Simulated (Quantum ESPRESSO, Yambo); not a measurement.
G0W0 results for CsVN$_{2}$

CsVN₂ has the cubic space group Fd-3m, origin choice 1 (No. 227), Pearson symbol cF32. Cell: a = b = c = 8.3439 Å, α = β = γ = 90.00°. N on 16d is coordinated by 2 V at 1.807 Å and 6 Cs at 3.459 Å. V on 8b is surrounded by 4 N at 1.807 Å (tetrahedral). Cs on 8a sees 12 N at 3.459 Å. (Neighbours: up to the widest gap in distance over summed covalent radii, below 1.35, at either atom; cation-cation contacts left out.)
(The calculation used a cell of 8 atoms; values per cell refer to that cell.)

The geometry is that of Materials Project entry mp-1029293, symmetrised and not relaxed again.

Starting point: norm-conserving LDA (Quantum ESPRESSO, 84 Ry, without SOC). G0W0 in Yambo: 2×2×2 Γ-centred k mesh, bands 3 to 214 and a 7 Ry block in the screening, 214 bands in G with the Bruneval-Gonze terminator, plasmon pole fitted at 27.2 eV.

- LDA gap along the band path = 0.53 eV
- LDA gap between the mesh's edge points (L → Γ) = 0.53 eV
- G0W0 gap between the same points = 1.33 eV
- LDA smallest direct gap on the mesh (at Γ) = 0.55 eV
- G0W0 direct gap at that point = 1.36 eV

| k point | band | E LDA (eV) | E QP (eV) | shift (eV) | Z |
|---|---|---|---|---|---|
| Γ | VB | -0.02 | 0.14 | 0.16 | 0.75 |
| Γ | CB | 0.53 | 1.50 | 0.96 | 0.75 |
| L | VB | 0.00 | 0.17 | 0.17 | 0.75 |
| L | CB | 0.92 | 1.84 | 0.91 | 0.75 |
| X | VB | -0.94 | -0.86 | 0.07 | 0.75 |
| X | CB | 1.47 | 2.34 | 0.87 | 0.75 |

Energies count from the LDA valence-band maximum.

Nearest settings tried, and what they do to the gap: 141 bands in G: -35 meV; 104 bands in W: -27 meV; 3 Ry block (89 vectors against 339): +209 meV. Not varied: mesh. So the settings aren't converged at that level. The k mesh is coarse.

The 3d shell has no Hubbard U; the runs are without spin polarisation, and magnetic order was not tried.

The structure is a Materials Project entry; no match was found in the copy of COD used, and its stability was not checked.
